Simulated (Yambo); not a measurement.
```
CELL_PARAMETERS angstrom
      3.23487     0.00000     0.00000
      0.00000     3.92129     0.00000
      0.00000     0.00000    19.40000
ATOMIC_POSITIONS crystal
  N  0.00000 0.00000 0.98024
  N  0.50000 0.50000 0.01976
  Cl 0.50000 0.50000 0.86678
  Cl 0.00000 0.00000 0.13322
  Ti 0.00000 0.50000 0.96071
  Ti 0.50000 0.00000 0.03929
```

Workflow: PBEsol (pw.x of Quantum ESPRESSO, ONCV potentials, no spin-orbit coupling), then G0W0 in Yambo (6×4×1 Γ-centred k mesh, bands 3 to 128 and a 6 Ry block in the screening, 128 bands in G with the Bruneval-Gonze terminator, plasmon pole fitted at 27.2 eV, slab-truncated Coulomb interaction, stochastic integration of W near q = 0).

**Question.** Give the PBEsol and G0W0 gaps between the band edges found on this mesh, and say where the edges lie.

**Answer.** Edges: Γ → Γ. PBEsol: 0.55 eV; G0W0: 1.47 eV. Nearest settings tried, and what they do to the gap: 86 bands in G: -10 meV; 86 bands in W, 86 bands in G: +14 meV; 5 Ry block (335 vectors against 417): +4 meV; 4×4×1 mesh: -100 meV. Not varied: cell height. So the settings aren't converged at that level. 

Geometry relaxed with PBEsol.

This is a model layer cut from the bulk structure; whether it is stable on its own was not checked.
